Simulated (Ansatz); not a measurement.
## What a trial cell of ReSb₂ relaxes into

Level of theory: DFT PBE, scalar-relativistic, plane waves, PAW (Ansatz). Cutoff 420 eV, Gaussian smearing, Γ-centred meshes. Cell and atoms relax first on a coarse mesh and then on a finer one. In between, the cell is made exact in the group found at 0.06 Å. In metals the finer mesh still leaves noise of several meV/atom or more. The steps can't lower the symmetry of their start. Collinear spin is switched on along the way, since trial moments persisted in a coarse test.

The guess for ReSb₂ was made by a generator: random cell by space group and Wyckoff sites (P6mm, No. 183). The dimensions are guesses.

```xyz
3
Lattice="3.6392 0.0000 0.0000 -1.8196 3.1516 0.0000 0.0000 0.0000 7.6298" Properties=species:S:1:pos:R:3 pbc="T T T"
Re    0.0000    0.0000    5.4883
Sb    0.0000    0.0000    2.8075
Sb    0.0000    0.0000    0.1736
```

The zero of energy is the elements' standard structures at the same level; no fitted shifts are applied.

Question: Describe the relaxed structure.

Answer: The symmetry goes from P6mm (No. 183) to P6/mmm (No. 191). The volume per atom shrinks by 21.4 %, from 29.2 to 22.9 Å³. The shortest distance goes from 2.32 Å (Re–Sb) to 2.74 Å (Re–Sb). The energy falls by about 0.94 eV/atom (the start's value is from the coarse mesh). The end is written in a standard setting, so origin, axes and order of atoms can differ from the start's. Conventional cell: a = 3.012 Å, c = 8.760 Å. Re is surrounded by 2 Sb at 2.74 Å and 6 Re at 3.01 Å; Sb is surrounded by 1 Re at 2.74 Å, 6 Sb at 3.01 Å and 1 Sb at 3.29 Å.

```
Re Sb
1.0
     3.01170    0.00000    0.00000
    -1.50585    2.60821    0.00000
     0.00000    0.00000    8.76035
Re Sb
1 2
Direct
  0.00000 0.00000 0.50000
  0.00000 0.00000 0.18756
  0.00000 0.00000 0.81244
```

Question: Give its energy and gap.

Answer: The energy over the elements is +0.96 eV/atom. The gap on the 18×18×6 mesh of the 3-atom cell is 0 eV (a metal), the net moment per atom is 0.00 μB and the moment by site is all under 0.1 μB.

It can't be a ground state, since the elements alone are lower.

The last run used collinear spin and Gaussian smearing of 0.10 eV. These runs have no spin–orbit coupling, which can matter for Re and Sb. A structure relaxed within its symmetry needn't be a true minimum. In all, the 4 runs took 2.4 min on 1 thread of Intel(R) Xeon(R) 6975P-C (Granite Rapids), on a shared host. Another cell of ReSb2 relaxed alike but without spin, in P6/mmm, lies 86 meV/atom lower, so this cell isn't the stable form at this level. Site moments count only spheres around the atoms; the net moment includes the space between them.
